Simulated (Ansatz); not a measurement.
InP:
```
InP
1.0
    4.12113     0.00000     0.00000
   -2.06056     3.56900     0.00000
    0.00000     0.00000     9.24849
In P
3 3
Direct
  0.00000   0.49983   0.66667
  0.50017   0.50017   0.00000
  0.49983   0.00000   0.33333
  0.00000   0.49990   0.16667
  0.50010   0.50010   0.50000
  0.49990   0.00000   0.83333
```

Relaxed with PBEsol. Special points in fractions of this cell's reciprocal vectors: Γ (0.000, 0.000, 0.000); M (0.500, 0.000, 0.000); K (0.333, 0.333, 0.000); A (0.000, 0.000, 0.500); L (0.500, 0.000, 0.500); H (0.333, 0.333, 0.500).

Task: List the band energies nearest the Fermi level at these points for PBEsol (plane waves, PAW; program Ansatz).

Result: In eV from the Fermi level; about four levels below and three above (degenerate sets whole), none deeper than 8.9 eV; points with the same levels are listed once.

```csv
k,below,above
Γ,-0.60 -0.60 -0.38 -0.04 -0.01,1.93 1.93 3.79 3.79
M,-2.16 -1.72 -1.51 -1.35,0.91 1.10 1.86
K,-3.15 -3.15 -2.12 -1.49 -1.49,0.55 2.29 2.29
A,-0.59 -0.50 -0.50 -0.17,1.67 1.67 1.78
L,-1.96 -1.94 -1.80 -1.55,1.01 1.70 2.40
H,-3.33 -3.33 -1.88 -1.20,2.36 2.54 2.54
```

Space group P6_422. The start of the workflow was typed in or built on a structure type; neither database checked (COD, Materials Project) lists it. It is not the phase usual at ambient conditions (space group No. 216). The PBEsol relaxation kept the symmetry of its start; whether a distortion lowers the energy is not shown. Point labels and valley counts follow the cell and symmetry of the run, lower than the named group. The Fermi level of a semimetal is unsure by some 0.05 eV on such meshes. Spin–orbit coupling is left out wherever it is not named.

Potentials: the later of the program's two PAW sets.
